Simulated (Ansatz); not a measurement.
Sr₃P₄:
```yaml
crystal:
  lattice:
    - [0.00000, 8.59268, 2.89143]
    - [7.06352, 0.00000, 2.89143]
    - [7.06352, 8.59268, 0.00000]
  atoms:
    - { symbol: Sr, position: [0.57879, 0.91910, 0.08499] }
    - { symbol: Sr, position: [0.91910, 0.57879, 0.41713] }
    - { symbol: Sr, position: [0.83287, 0.16501, 0.33090] }
    - { symbol: Sr, position: [0.16501, 0.83287, 0.67121] }
    - { symbol: Sr, position: [0.50499, 0.50499, 0.99501] }
    - { symbol: Sr, position: [0.25499, 0.25499, 0.74501] }
    - { symbol: P, position: [0.08437, 0.91951, 0.41755] }
    - { symbol: P, position: [0.91951, 0.08437, 0.57857] }
    - { symbol: P, position: [0.67143, 0.83245, 0.33049] }
    - { symbol: P, position: [0.83245, 0.67143, 0.16563] }
    - { symbol: P, position: [0.52063, 0.99588, 0.82324] }
    - { symbol: P, position: [0.99588, 0.52063, 0.66024] }
    - { symbol: P, position: [0.58976, 0.42676, 0.25412] }
    - { symbol: P, position: [0.42676, 0.58976, 0.72937] }
```

Relaxed with PBEsol.

Question: Map the electron localisation function on the plane through (0.505, 0.505, 0.995) spanned by u = [1, 1, -1] and v = [-1, 1, 1] in lattice vectors, from the program Ansatz at the PBEsol level (PAW).

Answer: x is the fraction of u, y of v (the angle between them is 90°; rows are the nearest grid lines); atoms in the plane: Sr at (0.00, 0.00), Sr at (0.50, 0.50), P at (0.50, 0.92), P at (1.00, 0.42), P at (0.50, 0.08), P at (1.00, 0.58).
```
| .*@@#: .-+##%%##*+-:. :#@%*  |
|@@@%+. .=*##*-.:=#%%#+..:*%@@@|
|*+-:. .-+#%#:    *@@@%=. .-+**|
|..:-====+*###*+*%@@@@%*-.    .|
|-+****++=======++=-:.      .:-|
|...............              .|
|      ...            ..       |
|:..           .:-==-------::::|
|##%%%#+-:.   .:=+***++++++**##|
|  +@@@@%+.        ..:-+*#%*:  |
|  :%@@@*:  :=***+:. .:=*##+   |
|%%##*+-..-#@@#++#@@#-..-+##%%%|
|%%##*+-..-#@@#++#@@#-..-+##%%%|
|  :%@@@*:  :=***=:. .:=*##+   |
|  +@@@@%+.        ..:-+*#%*:  |
|##%%%#+-:.   .:=+***++++++**##|
|:..           .:-==-------::::|
|      ...            ..       |
|...............              .|
|-+****++=======++=-:.      .:-|
|..:-====+*###*+*%@@@@%*-.    .|
|*+-:. .-+#%#:    *@@@%=. .-+**|
|@@@%+. .=*##*-..=#%%#+..:*%@@@|
| .*@@#: .-+##%%##*+-:. :#@%*  |
```
Scale: ten equal steps from -0.006 (start of ' ') to 0.919 (end of '@'), in the order ' .:-=+*#%@'; x runs from 0.000 to 1.00, y from 0.000 (bottom) to 1.00 (top).

The density is the valence pseudo-density with augmentation charge, so density and ELF within about 1 Å of a nucleus are not all-electron values.

Space group Fdd2. The first step of the workflow began from a Materials Project structure, measured or hypothetical; the Crystallography Open Database files this formula in space group No. 43, but the cells were not matched. Whether it is the stable phase at ambient conditions was not checked. Symmetry was held in the PBEsol relaxation; its stability against distortions is not shown here.

Potentials: the later of the program's two PAW sets.
